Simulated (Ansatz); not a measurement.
The cell is Y3AlN4 as one 8-atom ordering (I4/mmm) on the rocksalt lattice; cell and atoms were relaxed with r2SCAN. The symmetry is I4/mmm (No. 139, tetragonal); conventional cell a = 4.800 Å, c = 9.270 Å, 13.35 Å³ an atom. Around Y lie 6 N at 2.32–2.41 Å; around N lie 4 Y at 2.32–2.40 Å and 2 Al at 2.40 Å; around Y lie 6 N at 2.40–2.53 Å; around N lie 1 Al at 2.11 Å and 5 Y at 2.41–2.53 Å; around Al lie 6 N at 2.11–2.40 Å.

```yaml
crystal:
  lattice:
    - [-2.40020, 2.40020, 4.63482]
    - [2.40020, -2.40020, 4.63482]
    - [2.40020, 2.40020, -4.63482]
  atoms:
    - { symbol: Y, position: [0.75000, 0.25000, 0.50000] }
    - { symbol: N, position: [0.50000, 0.00000, 0.50000] }
    - { symbol: Y, position: [0.00000, 0.00000, 0.00000] }
    - { symbol: N, position: [0.72711, 0.72711, 0.00000] }
    - { symbol: Y, position: [0.25000, 0.75000, 0.50000] }
    - { symbol: N, position: [0.00000, 0.50000, 0.50000] }
    - { symbol: Al, position: [0.50000, 0.50000, 0.00000] }
    - { symbol: N, position: [0.27289, 0.27289, 0.00000] }
```

3 runs of Ansatz on this cell differ in the functional (and in the settings that go with it). Levels are in eV from each run's valence top; v1 is the last filled band, c1 the first empty one.

Run A, mean stress -1.6 GPa (compression positive):

| point | v5 | v3 | v1 | c1 | c2 | c3 |
| --- | --- | --- | --- | --- | --- | --- |
| Γ | -0.62 | -0.06 | 0.00 | 1.47 | 3.21 | 4.14 |
| X | -2.64 | -1.70 | -0.85 | 5.48 | 5.65 | 5.88 |
| P | -2.63 | -2.01 | -0.88 | 5.26 | 5.30 | 5.30 |

Run B, mean stress -1.6 GPa (compression positive):

| point | v5 | v3 | v1 | c1 | c2 | c3 |
| --- | --- | --- | --- | --- | --- | --- |
| Γ | -0.63 | -0.05 | 0.00 | 2.15 | 3.90 | 4.87 |
| X | -2.69 | -1.73 | -0.86 | 6.19 | 6.39 | 6.62 |
| P | -2.67 | -2.05 | -0.89 | 5.99 | 6.01 | 6.01 |

Run C, mean stress 0.0 GPa (compression positive):

| point | v5 | v3 | v1 | c1 | c2 | c3 |
| --- | --- | --- | --- | --- | --- | --- |
| Γ | -0.59 | -0.14 | 0.00 | 0.84 | 2.62 | 3.30 |
| X | -2.52 | -1.74 | -0.95 | 4.82 | 4.89 | 5.04 |
| P | -2.51 | -1.87 | -1.03 | 4.50 | 4.56 | 4.56 |

Task: Match the runs to r2SCAN, HSE06, PBE0.

Result: A is HSE06, B is PBE0, C is r2SCAN. In order of the gap: r2SCAN 0.84, HSE06 1.47, PBE0 2.15 eV. The stress vanishes for r2SCAN, which relaxed the cell.

Note: simulated data, non-magnetic, for a generated structure that need not be the stable one.

Spin-orbit coupling is left out.

The program warns that its thresholds are loose for a hybrid's stress.

The meshes of the hybrids are coarse, so their gaps aren't converged to the digits shown.
